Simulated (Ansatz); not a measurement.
Mg$_{2}$H$_{6}$Os:
Space group Fm-3m (No. 225); a = b = c = 6.644 Å, α = β = γ = 90.00°

```json
[
 {"atom": "Mg", "site": "8c", "symmetry": "-43m", "x": "0.2500", "y": "0.2500", "z": "0.2500"},
 {"atom": "H", "site": "24e", "symmetry": "4m.m", "x": "0.0000", "y": "0.0000", "z": "0.2534"},
 {"atom": "Os", "site": "4a", "symmetry": "m-3m", "x": "0.0000", "y": "0.0000", "z": "0.0000"}
]
```
(The calculation used a cell of 9 atoms; values per cell refer to that cell.)

Relaxed with r²SCAN.

Which orbitals make up the states near the band edges in r²SCAN in the plane-wave PAW code Ansatz?

Top 1 eV of the valence band: Os 5d 85 %, H 1s 10 %. Bottom 1 eV of the conduction band: H 1s 30 %, Os 5d 27 %, Mg 3s 24 %, outside the projected shells 18 %. Projections are on Löwdin-orthogonalised atomic valence shells; empty p or d shells of many metals are not among them.

Tabulate the density of states.

States/eV per cell of 9 atoms, in 0.25 eV bins, energy from the valence-band maximum.

```
E (eV)  total  H 1s  Os 5d  Mg 3s
------  -----  ----  -----  -----
-7.85    0.64  0.35   0.01   0.13
-7.60    0.77  0.42   0.01   0.14
-7.35    0.97  0.54   0.02   0.15
-7.10    1.35  0.78   0.04   0.16
-6.85    1.43  0.86   0.08   0.11
-6.60    1.10  0.67   0.06   0.05
-6.35    0.13  0.08   0.01   0.00
-6.10    0.00  0.00   0.00   0.00
-5.85    1.57  1.05   0.37   0.08
-5.60    1.68  1.11   0.37   0.10
-5.35    1.55  0.95   0.43   0.06
-5.10    1.32  0.76   0.45   0.04
-4.85    0.76  0.41   0.31   0.01
-4.60    2.99  1.43   1.51   0.03
-4.35    5.45  2.70   2.33   0.35
-4.10    3.87  2.01   1.34   0.44
-3.85    2.12  1.20   0.54   0.30
-3.60    1.14  0.73   0.18   0.17
-3.35    1.39  0.91   0.20   0.20
-3.10    1.79  1.19   0.26   0.23
-2.85    1.61  1.12   0.21   0.18
-2.60    1.56  1.14   0.19   0.13
-2.35    1.66  1.23   0.22   0.10
-2.10    1.79  1.33   0.26   0.07
-1.85    2.09  1.57   0.32   0.06
-1.60    2.27  1.56   0.47   0.10
-1.35    2.87  1.72   0.84   0.13
-1.10    2.96  1.34   1.33   0.11
-0.85    2.74  0.42   2.09   0.10
-0.60    4.68  0.54   3.81   0.12
-0.35    7.15  0.83   5.98   0.07
-0.10    7.01  0.44   6.38   0.02
0.15     0.00  0.00   0.00   0.00
0.40     0.00  0.00   0.00   0.00
0.65     0.00  0.00   0.00   0.00
0.90     0.00  0.00   0.00   0.00
1.15     0.00  0.00   0.00   0.00
1.40     0.00  0.00   0.00   0.00
1.65     0.00  0.00   0.00   0.00
1.90     0.00  0.00   0.00   0.00
2.15     0.00  0.00   0.00   0.00
2.40     0.00  0.00   0.00   0.00
2.65     0.00  0.00   0.00   0.00
2.90     0.00  0.00   0.00   0.00
3.15     0.00  0.00   0.00   0.00
3.40     0.00  0.00   0.00   0.00
3.65     0.00  0.00   0.00   0.00
3.90     0.31  0.12   0.14   0.01
4.15     0.82  0.29   0.31   0.07
4.40     2.41  0.71   0.59   0.68
4.65     2.81  0.80   0.67   0.78
4.90     0.83  0.25   0.19   0.19
5.15     0.28  0.07   0.04   0.08
5.40     0.18  0.04   0.02   0.05
5.65     0.12  0.03   0.01   0.03
5.90     0.52  0.16   0.14   0.04
6.15     2.14  0.67   0.57   0.27
6.40     5.09  1.04   1.09   1.85
6.65     4.20  0.83   0.73   1.60
6.90     2.19  0.50   0.32   0.72
7.15     2.62  0.61   0.32   0.84
7.40     3.15  0.61   0.36   0.99
7.65     3.01  0.49   0.27   0.50
7.90     3.95  0.36   0.27   0.24
8.15     3.36  0.31   0.24   0.23
8.40     3.05  0.37   0.23   0.27
8.65     3.00  0.42   0.23   0.31
```

The workflow started from a Materials Project entry (that database holds measured and hypothetical structures alike); the Crystallography Open Database copy checked does not list it. Whether it is the stable phase at ambient conditions was not checked. The r²SCAN relaxation kept the symmetry of its start. At this level the phase is dynamically unstable (imaginary phonons). No spin polarisation was allowed. Scalar-relativistic: spin–orbit coupling is off unless named, which matters more the heavier the elements.

Potentials: the later of the program's two PAW sets.
